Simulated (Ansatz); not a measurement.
The elements of this relaxed trial crystal are hidden behind letters.

```
lattice vectors (Å)
   5.7927    0.0000    0.0000
   0.0000    5.7927    0.0000
   0.0000    0.0000    5.7927
fractional positions
X 0.7076 0.7076 0.7076
X 0.2924 0.2924 0.7076
X 0.2924 0.7076 0.2924
X 0.7076 0.2924 0.2924
Z 0.0000 0.0000 0.5000
Z 0.5000 0.0000 0.0000
Z 0.0000 0.5000 0.0000
```

Level of theory: DFT PBE, scalar-relativistic, plane waves, PAW in Ansatz 0.2.0. Plane waves to 420 eV, a 6×6×6 mesh through Γ for the 7-atom cell and 0.01 eV Gaussian smearing; no spin polarisation.

| Quantity | Value |
| --- | --- |
| Space group | P-43m (No. 215) |
| Conventional cell | a = 5.793 Å |
| Volume per atom | 27.77 Å³ |
| Density | 5.87 g/cm³ |
| Formation energy | −0.344 eV/atom |
| Gap on the 6×6×6 mesh of the 7-atom cell | 0.32 eV |

Energies are uncorrected and count from the elements' standard states at the same level.

Problem. X is a d-block element of period 5 and Z is a p-block element of period 4. Which elements are they?

Solution. X = Cd, Z = Se, so the formula is Cd4Se3. Density times volume gives a mean mass of 5.87 × 27.77/1.6605 = 98.2 u per atom, and this set has 98.1 u. Among the elements that the hints allow, noble gases aside, only these give it. Cd is surrounded by 3 Se at 2.68 Å; Se is surrounded by 4 Cd at 2.68 Å.

Kohn–Sham gaps at this level usually fall short of measured ones. A later test with randomly moved atoms led to a structure 60 meV/atom lower, so this end is a saddle point or a shallow minimum. Another cell of the same search, in P1, lies 121 meV/atom lower, so this cell isn't the stable form at this level. Small gaps are read on the mesh alone, and bands can cross between its points.
